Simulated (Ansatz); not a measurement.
# Equation of state of NbCd3 under PBEsol

```
CELL_PARAMETERS angstrom
4.21500 0.00000 0.00000
0.00000 4.21500 0.00000
0.00000 0.00000 4.21500
ATOMIC_POSITIONS crystal
Cd 0.50000 0.50000 0.00000
Cd 0.50000 0.00000 0.50000
Cd 0.00000 0.50000 0.50000
Nb 0.00000 0.00000 0.00000
```

The cell was scaled at fixed shape and fractions and run with Ansatz, all-electron LAPW, scalar-relativistic; PBEsol, k mesh 6 × 6 × 6 on the cell of 4 atoms, fermi-dirac occupations of 0.05 eV, no spin polarisation, no spin-orbit coupling. Energies are those that the program minimises, any entropy of the smearing included. For a metal such a mesh isn't converged to the digits shown.

```tsv
V (Å³/atom)	energy over the lowest row (meV/atom)
17.5979	38.01
17.9723	?
18.3467	6.56
18.7212	0.52
19.0956	0.00
19.4700	4.36
19.8444	13.06
```

Q: Fit the third-order Birch-Murnaghan form, give V0, B0 and B′, and predict the energy left open.

A: With y = (V0/V)^(2/3), E = E0 + (9 V0 B0/16) [(y - 1)³ B′ + (y - 1)² (6 - 4y)]. Least squares through the rows shown give V0 = 18.9448 Å³/atom, E0 = -0.41 meV, B0 = 110.9 GPa (1 eV/Å³ = 160.218 GPa) and B′ = 5.01, with a largest miss of 0.01 meV. At V = 17.9723 the form with these constants gives 18.79 meV; the run gave 18.79 meV an atom.
